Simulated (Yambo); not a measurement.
## KOH: sweep of GW parameters

G0W0@PBEsol for KOH (space group Cmc2_1, No. 36) in Yambo. Reference settings: 4×4×4 Γ-centred k mesh, 117 bands and a 7 Ry block in the screening, 117 bands in G with the Bruneval-Gonze terminator, plasmon pole fitted at 27.2 eV. The PBEsol gap (-0.5, -0.5, 0) → Γ on this mesh is 3.86 eV; G0W0 gaps are taken between the same points.

| change from the reference | G0W0 gap (-0.5, -0.5, 0) → Γ (eV) | shift of the valence edge (eV) | rough Yambo cost |
|---|---|---|---|
| reference settings | 6.37 | -1.58 | 1 |
| 46 bands in W, 46 bands in G | 6.51 | -1.40 | about 1/3 |
| 76 bands in W, 76 bands in G | 6.40 | -1.51 | within a factor of two |
| 1 Ry block | 7.10 | -2.26 | within a factor of two |
| no random integration | 6.30 | -1.44 | – |
| no terminator | 6.27 | -1.38 | – |

The reference isn't shown to be the converged limit. Costs are rough (shared machines), scaled to the same edge states, and given only for runs that recompute the screening.

Geometry of the Materials Project entry, not relaxed at this level; primitive cell a = b = 5.539 Å, c = 3.973 Å, α = β = 90.00°, γ = 138.58°.

The structure is a Materials Project entry; no match was found in the copy of COD used, and its stability was not checked.

A shift is the quasiparticle energy of the state minus its PBEsol energy.
